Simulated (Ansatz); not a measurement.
NbNiAs in space group Pnma (No. 62; Nb on 4c, Ni on 4c, As on 4c), PBE (plane waves, PAW; program Ansatz), all energies at zero smearing, with the estimated change up to a 700 eV cutoff added, with one set of potentials and settings (totals compare only within such a set). Cell of 12 atoms (4 Nb, 4 Ni, 4 As): -60999.082 eV.

```json
[
 {"element": "Nb", "reference phase": "Im-3m, 1 atoms in the cell", "E (eV/atom)": "-4552.2836"},
 {"element": "Ni", "reference phase": "Fm-3m, 1 atoms in the cell, spin-polarised", "E (eV/atom)": "-5839.7239"},
 {"element": "As", "reference phase": "R-3m, 2 atoms in the cell", "E (eV/atom)": "-4856.1377"}
]
```

Formation energy per atom, worked out: (-60999.082 − 4×(-4552.2836) − 4×(-5839.7239) − 4×(-4856.1377))/12 = -0.542 eV/atom (-52 kJ per mol of atoms), at 0 K, without zero-point energy or fitted corrections.

The workflow started from a Materials Project entry (that database holds measured and hypothetical structures alike); the Crystallography Open Database copy checked does not list it. Its standing as an ambient phase is unchecked. Symmetry was held in the PBE relaxation; whether a distortion lowers the energy is not shown. The run is not spin-polarised. The references are the lowest solids computed at this level, not always the standard phases.

Potentials: the later of the program's two PAW sets.
